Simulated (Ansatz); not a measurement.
## MgO, first-principles data

MgO:
```xyz
12
Lattice="3.2655 0.0000 0.0000 -1.6328 2.8280 0.0000 0.0000 0.0000 15.5081" Properties=species:S:1:pos:R:3 pbc="T T T"
Mg     0.0000     0.0000     5.4569
Mg     0.0000     0.0000     0.3211
Mg     0.0000     1.8853     2.8891
Mg     0.0000     1.8853     8.0345
Mg     0.0000     1.8853    13.2206
Mg     1.6328     0.9427    10.6430
O      0.0000     0.0000     2.3004
O      0.0000     0.0000     7.4369
O      0.0000     1.8853    15.2205
O      0.0000     1.8853     4.8682
O      0.0000     1.8853    10.0343
O      1.6328     0.9427    12.6229
```

Space group P3m1 (No. 156); conventional cell a = 3.266 Å, b = 3.266 Å, c = 15.508 Å, α = 90.00°, β = 90.00°, γ = 120.00°.

Method: plane-wave PAW PBEsol (Ansatz code). The cell and atoms are relaxed at this level. Other levels are named where they apply.

### Cell and energy

Volume per atom: 11.93 Å³
Density: 2.80 g/cm³
Formation energy from the elements (no fitted shifts): -2.60 eV/atom

### Electronic structure

* **Band gap**: 3.44 eV (direct)
* **Valence-band maximum**: at Γ
* **Conduction-band minimum**: at Γ
* **Electron effective mass**: 0.33 mₑ (isotropic)
* **Hole effective mass**: 0.37 along z (mₑ)
* **HSE06 gap on the PBEsol cell**: 5.17 eV

### Mechanics

- Bulk modulus (Birch–Murnaghan fit): 118 GPa
- Pressure derivative B′: 3.8
- Elastic constants (relaxed ions, GPa): C11 = 188, C12 = 102, C13 = 81.4, C14 = 0.0, C33 = 171, C44 = 49.1
- Mechanical stability: stable (all eigenvalues of C positive)
- Hill bulk and shear moduli: 119 and 47.0 GPa
- Young's modulus: 124 GPa
- Poisson's ratio: 0.33
- Debye temperature from the elastic constants: 597 K
- Piezoelectric stress constants (proper, relaxed ions, C/m²): e15 = e24 = -0.42, e31 = e32 = -0.59, e33 = 1.40

### Dielectric response

* **Electronic dielectric constant ε∞ (DFPT)**: 3.06 (xx = yy), 3.12 (zz)
* **Static dielectric constant ε0 (ions relaxed, cell fixed)**: 5.79 (xx = yy), 6.54 (zz)
* **Born charges (a third of the trace)**: Mg +1.82 to +1.83, O -1.83 to -1.82 e

### Phonons

Highest zone-centre frequency (without LO–TO term): 659 cm⁻¹
Zone-centre stability: no imaginary mode at Γ
Dynamical stability on the path: stable (no imaginary branch)
Zero-point energy: 73.3 meV/atom
Vibrational entropy at 300 K: 15.3 J/(K·mol of atoms)

The first step of the workflow began from a Materials Project structure, measured or hypothetical; the Crystallography Open Database copy checked does not list it. It is not the phase usual at ambient conditions (space group No. 225). Symmetry was held in the PBEsol relaxation. Signs of piezoelectric constants follow the polarity of the cell as given. The references are the lowest solids computed at this level, not always the standard phases (solids in place of the gases).

Potentials: the earlier of the program's two PAW sets. The files were generated under PBE; for other functionals the program regenerates the frozen cores, and for LDA and PBEsol the local potential too.
